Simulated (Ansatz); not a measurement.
One input, then a changed one: ZnSe (zincblende type)

First run: DFT, PBE, all-electron LAPW, scalar-relativistic (Ansatz 0.2.0).

Command: `ansatz run input.yaml --threads 1 --pin off --max-ram 2048MiB --backend cpu --events-out ev --progress --plain --runs-dir out` It took 30 s on 1 thread of Intel(R) Xeon(R) Platinum 8488C (Sapphire Rapids) (shared host), peak memory 0.43 GiB.

```yaml
crystal:
  lattice:
    - [0.0, 2.3484696049, 2.3484696049]
    - [2.3484696049, 0.0, 2.3484696049]
    - [2.3484696049, 2.3484696049, 0.0]
  atoms:
    - { symbol: Zn, position: [0.0, 0.0, 0.0] }
    - { symbol: Se, position: [0.25, 0.25, 0.25] }
kpoints:
  mp_grid: { grid: [11, 11, 11] }
  band_path:
    path:
      - [0.0, 0.0, 0.0]
      - [-0.5, -0.5, 0.0]
      - [-0.375, -0.375, 0.25]
      - [-0.375, 0.0, 0.375]
      - [0.0, 0.0, 0.0]
      - [0.0, 0.0, 0.5]
      - [-0.5, -0.25, 0.25]
      - [-0.5, -0.5, 0.0]
    npoints: 8
scf:
  occupations: { method: fermi_dirac, width: 0.1 }
hamiltonian:
  xc: pbe
  pseudopotentials: { kind: all_electron, lapw: { basis_error: 0.001 } }
output:
  forces: true
  stress: true
  eigenvalues: true
  populations: true
  dos: { projected: true, de: 0.2, e_range: [-14, 8] }
```

The cell comes from a relaxation on PAW files under the same functional, begun from a prototype that needn't be the stable phase.

This run: volume at 0.55 of the series' base cell.

It converges in 8 SCF iterations at a pressure of 131.0 GPa.

A second input differs as follows:

```diff
   atoms:
-    - { symbol: Zn, position: [0.0, 0.0, 0.0] }
+    - { symbol: zn, position: [0.0, 0.0, 0.0] }
   occupations: { method: fermi_dirac, width: 0.1 }
+  max_iter: 60
 hamiltonian:
   populations: true
-  dos: { projected: true, de: 0.2, e_range: [-14, 8] }
```

**Question.** What is wrong with it, and what does the program do?

**Answer.** The change was made to test an unknown element. The run is refused before any iteration. The log ends:
```
Error: YAML parse error: error: line 7 column 17: `zn` is not an element symbol (H … Og, case-exact)
 --> <input>:7:17
  |
5 |     - [2.3484696049, 2.3484696049, 0.0]
6 |   atoms:
7 |     - { symbol: zn, position: [0.0, 0.0, 0.0] }
  |                 ^ `zn` is not an element symbol (H … Og, case-exact)
8 |     - { symbol: Se, position: [0.25, 0.25, 0.25] }
9 | kpoints:
  |
```
